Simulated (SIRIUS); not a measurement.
SIRIUS run on WS2 (P6_3/mmc, 6 atoms in the cell; from Materials Project mp-224, changed as shown): self-consistent single point.

Level of theory: PBE, GBRV PBE ultrasoft pseudopotentials (plane waves; SIRIUS 7.12.0).

The change in words: volume scaled by 1.04. Reference geometry (P6_3/mmc):
```xyz
6
Lattice="3.2348 0.0000 0.0000 -1.6174 2.8015 0.0000 0.0000 0.0000 13.1846" Properties=species:S:1:pos:R:3 pbc="T T T"
W      0.0000     1.8676     3.2962
W      1.6174     0.9338     9.8885
S      0.0000     1.8676     8.3037
S      1.6174     0.9338     4.8810
S      1.6174     0.9338     1.7114
S      0.0000     1.8676    11.4733
```

Reference input (self-consistent single point, DFT, PBE, plane waves, GBRV PBE ultrasoft pseudopotentials): parameters.ngridk = 12 12 2; parameters.xc_functionals = [XC_GGA_X_PBE, XC_GGA_C_PBE]; parameters.gk_cutoff = 6.325 1/bohr; parameters.pw_cutoff = 14.143 1/bohr; parameters.smearing = gaussian; parameters.smearing_width = 0.00183747 Ha; potentials = GBRV PBE ultrasoft pseudopotentials; parameters.electronic_structure_method = pseudopotential; parameters.num_bands = 31; parameters.num_mag_dims = 0; parameters.num_dft_iter = 100; parameters.energy_tol = 1e-07 Ha. This run's input differs from it in these lines:

```diff
@@ -32,7 +32,7 @@
     "lattice_vectors": [
-      [0.9999999451, 0.0, 0.0],
-      [-0.5000001271, 0.8660252291, 0.0],
-      [0.0, 0.0, 4.0758113521]
+      [0.9999999413, 0.0, 0.0],
+      [-0.5000002758, 0.8660251959, 0.0],
+      [0.0, 0.0, 4.075811925]
     ],
-    "lattice_vectors_scale": 6.112979,
+    "lattice_vectors_scale": 6.193419,
     "atom_coordinate_units": "lattice",
```

The program printed (abridged):

```
[find] density tolerance         : 1e-06
[find] total energy tolerance    : 1e-07
[find] iter_solver_tol (initial) : 0.01
[find] iter_solver_tol (target)  : 1e-13
[find] num_dft_iter              : 100
Charges and magnetic moments
--------------------------------------------------------------------------------
total charge          : 52.000000
[find] | SCF iteration   0 out of 100|
[diagonalize] iterative solver tolerance (occupied, empty): 0.01 0.01
[diagonalize] average number of iterations: 2
[find] Charges and magnetic moments
[find] total charge          : 52.000000
[find] Energy
[find] smearing (-TS)                 :      -0.00000000
   [... lines left out ...]

[find] Charges and magnetic moments
[find] total charge          : 52.000000
[find] Energy
[find] smearing (-TS)                 :      -0.00000000
[find] Total energy                   :    -207.50439480 (Ha),    -415.00878960 (Ry)
[find] Free energy (E-TS)             :    -207.50439480 (Ha),    -415.00878960 (Ry)
[find] band gap (eV)                  :       1.19263977
[find] Efermi                         :       0.37199126
[find] iteration : 28, RMS (target) : 6.2688e-07 (1.0000e-06) , energy difference (target) : -1.0837e-10 (1.0000e-07)
[find] bands are converged : true
[find] iterative solver converged : false
[find] converged after 29 SCF iterations!
[find] Charges and magnetic moments
[find] total charge          : 52.000000
[find] Energy
[find] smearing (-TS)                 :      -0.00000000
[find] Total energy                   :    -207.50439480 (Ha),    -415.00878960 (Ry)
[find] Free energy (E-TS)             :    -207.50439480 (Ha),    -415.00878960 (Ry)
[find] band gap (eV)                  :       1.19263977
[find] Efermi                         :       0.37199126
[ground_state] === stress tensor components [kbar] ===
[ground_state] === stress_total ===
[ground_state]   104.076329    0.000037   -0.000000
[ground_state]     0.000037  104.076367    0.000000
[ground_state]    -0.000000    0.000000   97.754430
[ground_state] ==== total Forces in Ha/bohr =====
[ground_state] atom:    0, force:      -0.0000000      0.0000000      0.0000000
[ground_state] atom:    1, force:       0.0000000     -0.0000000      0.0000000
[ground_state] atom:    2, force:       0.0000000      0.0000000      0.0221386
[ground_state] atom:    3, force:      -0.0000000     -0.0000000     -0.0221386
[ground_state] atom:    4, force:      -0.0000000     -0.0000000      0.0221386
[ground_state] atom:    5, force:       0.0000000      0.0000000     -0.0221386
```

The run converged in 29 iterations. SIRIUS prints the stress tensor with tension positive. Against the reference run the free energy goes up by 35.2 meV/atom, the pressure goes from -5.70 to -10.20 GPa, the largest force goes from 0.562 to 1.138 eV/Å and the gap on the mesh goes from 1.225 to 1.193 eV.

Spin-orbit coupling is left out, which matters for bands and gaps with elements this heavy. Forces above 1 eV/Å remain at this geometry. The structure comes from a collection of computed structures, made at another level of theory; the collection holds predicted forms beside known ones. Its lattice was then scaled.

Cost on one core: roughly 2.1 core-minutes.

The gap that the log prints is read on the run's mesh, which can miss the band edges or a crossing.
